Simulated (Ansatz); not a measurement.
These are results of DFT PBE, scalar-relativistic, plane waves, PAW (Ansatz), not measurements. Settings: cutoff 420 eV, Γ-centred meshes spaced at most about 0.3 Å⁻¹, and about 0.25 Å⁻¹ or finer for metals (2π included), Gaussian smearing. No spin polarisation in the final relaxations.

All energies are static (0 K, no zero-point motion).

Two forms of LaF were relaxed alike.

1.

```xyz
2
Lattice="3.5960 0.0000 0.0000 0.0000 3.5960 0.0000 0.0000 0.0000 3.6491" Properties=species:S:1:pos:R:3 pbc="T T T"
La    0.0000    0.0000    1.8245
F     1.7980    1.7980    1.8245
```

2.

```xyz
4
Lattice="4.0354 0.0000 0.0000 -2.0177 3.4948 0.0000 0.0000 0.0000 5.7400" Properties=species:S:1:pos:R:3 pbc="T T T"
La    0.0000    2.3298    1.4350
La    2.0177    1.1649    4.3050
F     0.0000    0.0000    2.8700
F     0.0000    0.0000    0.0000
```

Question: Which is lower in energy, and by how much?

Answer: Cell 2 is lower, by 128 meV/atom. Cell 1 has space group P4/mmm (No. 123), 23.6 Å³/atom and no gap on its mesh; cell 2 has the anti-nickel arsenide type, space group P6_3/mmc (No. 194), 20.2 Å³/atom and no gap. Counting F atoms around La (those within 1.25 times the shortest such distance or 1.15 times the sum of covalent radii), cell 1 has La 4 and cell 2 has La 6. The denser one is the lower, and pressure would at first widen the difference. Both come from invented guesses.

With atoms moved at random, P6_3/mmc came back. Other cells relaxed within their symmetry can be saddle points.
